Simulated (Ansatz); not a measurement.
The elements of this relaxed trial crystal are hidden behind letters.

```
lattice vectors (Å)
   0.0000    4.5234    4.5234
   4.5234    0.0000    4.5234
   4.5234    4.5234    0.0000
fractional positions
X 0.7500 0.7500 0.7500
X 0.5000 0.5000 0.5000
Z 0.1250 0.1250 0.6250
Z 0.6250 0.1250 0.1250
Z 0.1250 0.6250 0.1250
Z 0.1250 0.1250 0.1250
Q 0.8962 0.8962 0.8962
Q 0.8962 0.3114 0.8962
Q 0.3114 0.8962 0.8962
Q 0.3538 0.3538 0.9386
Q 0.8962 0.8962 0.3114
Q 0.3538 0.9386 0.3538
Q 0.9386 0.3538 0.3538
Q 0.3538 0.3538 0.3538
```

Theory: DFT PBE, scalar-relativistic, plane waves, PAW (Ansatz). Plane waves to 420 eV, a 6×6×6 mesh through Γ for the 14-atom cell and 0.10 eV Gaussian smearing; collinear spin.

| Item | Value |
| --- | --- |
| Space group | Fd-3m (No. 227) |
| Conventional cell | a = 9.047 Å |
| Volume per atom | 13.22 Å³ |
| Density | 4.44 g/cm³ |
| Formation energy | −2.76 eV/atom |
| Gap on the 6×6×6 mesh of the 14-atom cell | 0 eV (a metal) |
| Net moment per atom | 0.02 μB |

Energies are uncorrected and count from the elements' standard states at the same level.

Q: X is an s-block element of period 5, Z is a d-block element of period 4 and Q is a p-block element of period 2. Which elements are they?

A: X = Sr, Z = Ti, Q = O, so the formula is SrTi2O4, here in the spinel type. Density times volume gives a mean mass of 4.44 × 13.22/1.6605 = 35.3 u per atom, and this set has 35.3 u. Sr has 4 O at 2.29 Å and 12 Ti at 3.75 Å; Ti has 6 O at 2.09 Å, 6 Ti at 3.20 Å, 2 O at 3.58 Å and 6 Sr at 3.75 Å; O is surrounded by 3 Ti at 2.09 Å, 1 Sr at 2.29 Å and 3 O at 2.66 Å. Other sets within the hints have nearly the same mass, so mass alone doesn't settle it; this one was computed.

In such compounds of Ti a zero gap at this level may well be an artefact, since no Hubbard U is applied. Symmetry constrained the relaxation, so the result can be a saddle point. Another cell of the same search, in Cmcm, lies 111 meV/atom lower, so this cell isn't the stable form at this level.
